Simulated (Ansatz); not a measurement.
Input:

AlNi (CsCl type)

```
CELL_PARAMETERS angstrom
      2.89304     0.00000     0.00000
      0.00000     2.89304     0.00000
      0.00000     0.00000     2.89304
ATOMIC_POSITIONS crystal
  Al 0.00000 0.00000 0.00000
  Ni 0.50000 0.50000 0.50000
```

In each cell atom 1 (Al, nearest neighbour Ni at 2.505 Å; its periodic images, 2.9 Å or more away, move with it) moves by s·(0.577, 0.577, 0.577) (along Cartesian [111]), the rest being held.

The numbers are results of PBE (plane waves to 420 eV, PAW, scalar-relativistic; Ansatz, a first-principles code), not measurements. k mesh 13×13×13 (Γ-centred), Fermi-Dirac smearing 0.05 eV. E stands for the smeared free energy. Left out: 2 of 11 points, with atoms too close for the PAW data. With partly filled bands, energies and forces of such displacements shift with the k mesh and the smearing. AlNi is run without spin polarisation. AlNi was relaxed with its symmetry unable to fall. ΔE is measured from the undisplaced structure.

The scan covers s from -0.600 to 0.600 Å in 9 points.

Question: Is this a single well or a double well?

Answer: A single well with its minimum at or next to zero displacement.

Question: Is the energy the same for equal positive and negative displacements?

Answer: Even: the same for both signs. With its periodic images moving along, the atom's site symmetry in this cell is m-3m.

Question: What is the energy change at s = 0.600 Å?

Answer: 1506 meV/cell.

Question: What force acts on the atom along the line at s = -0.600 Å?

Answer: 6.87 eV/Å.

Question: What is the force constant k = d²E/ds² of this move at s = 0?

Answer: 5.64 eV/Å².

(A displaced cell: forces are minus the slopes of the energy, force constants its curvatures, and phonons follow from these.)
